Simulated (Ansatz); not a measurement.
# NaY: changing the functional

It takes space group Pm-3m (No. 221, cubic). Conventional cell: a = 4.012 Å, b = 4.012 Å, c = 4.012 Å, α = 90.00°, β = 90.00°, γ = 90.00°. Around Na (site symmetry m-3m) lie 8 Y at 3.47 Å. Y (site symmetry m-3m) has 8 Na at 3.47 Å as nearest neighbours.

The cell comes from a database or a generator and needn't be the stable form of this composition.

Kept alike: task band structure; k mesh 7 × 7 × 7; occupations fermi-dirac, width 0.05 eV; no spin polarisation. Program: Ansatz, Ansatz PAW. Cutoffs run from 420 to 500 eV. The mesh is that of the run's cell of 2 atoms. No spin-orbit coupling.

```csv
functional,pressure (GPa)
BLYP,0.54
LDA,-2.18
PBE,0.02
PBEsol,-0.90
RPBE,1.16
r2SCAN,0.26
revPBE,0.92
```

Pressure is positive in compression, with a Pulay correction for the finite cutoff. For a metal such a mesh leaves the last digits unconverged. All rows use potentials made for PBE.

Q: What does the functional change here?

A: The pressure runs from -2.18 (LDA) to 1.16 GPa (RPBE). From PBE: BLYP +0.52; LDA -2.20; PBEsol -0.92; RPBE +1.14; r2SCAN +0.24; revPBE +0.90. A positive pressure means that the functional's own cell is larger than the one given, a negative one that it is smaller.
